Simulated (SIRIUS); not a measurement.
Band structure of Ta (Im-3m, 1 atom in the cell; from Materials Project mp-50, lattice scaled a little).

```yaml
crystal:
  lattice:
    - [-1.61885, 1.61885, 1.61885]
    - [1.61885, -1.61885, 1.61885]
    - [1.61885, 1.61885, -1.61885]
  atoms:
    - { symbol: Ta, position: [0.00000, 0.00000, 0.00000] }
```

Computed with PBE, GBRV PBE ultrasoft pseudopotentials (plane waves; SIRIUS).

Settings: parameters.ngridk = 20 20 20; parameters.xc_functionals = [XC_GGA_X_PBE, XC_GGA_C_PBE]; parameters.gk_cutoff = 6.325 1/bohr; parameters.pw_cutoff = 14.143 1/bohr; parameters.smearing = fermi_dirac; parameters.smearing_width = 0.00183747 Ha; potentials = GBRV PBE ultrasoft pseudopotentials; parameters.electronic_structure_method = pseudopotential; parameters.num_bands = 11; parameters.num_mag_dims = 0; parameters.num_dft_iter = 100; parameters.energy_tol = 1e-07 Ha; parameters.density_tol = 1e-06; mixer.type = anderson.

Spin-orbit coupling is left out, which matters for bands and gaps with elements this heavy. The structure comes from a collection of computed structures, made at another level of theory; the collection holds predicted forms beside known ones. Its lattice was then scaled.

Points are given in units of this cell's reciprocal vectors. Levels in eV from the Fermi level, bands 3 to 10:
```
point                    3       4      5      6      7     8     9    10
------------------  ------  ------  -----  -----  -----  ----  ----  ----
Γ (0 0 0)           -32.82  -32.82  -8.12   0.75   0.75  0.75  4.25  4.25
H (0.5 -0.5 0.5)    -33.80  -33.80  -4.15  -4.15   7.36  7.36  7.36  9.16
N (0 0 0.5)         -33.27  -32.83  -4.63  -1.70   1.89  4.17  5.27  8.43
P (0.25 0.25 0.25)  -33.54  -33.54  -1.25  -1.25  -1.25  5.46  5.46  7.73
```

2 bands cross the Fermi level along this path, so the cell has no gap at this level.
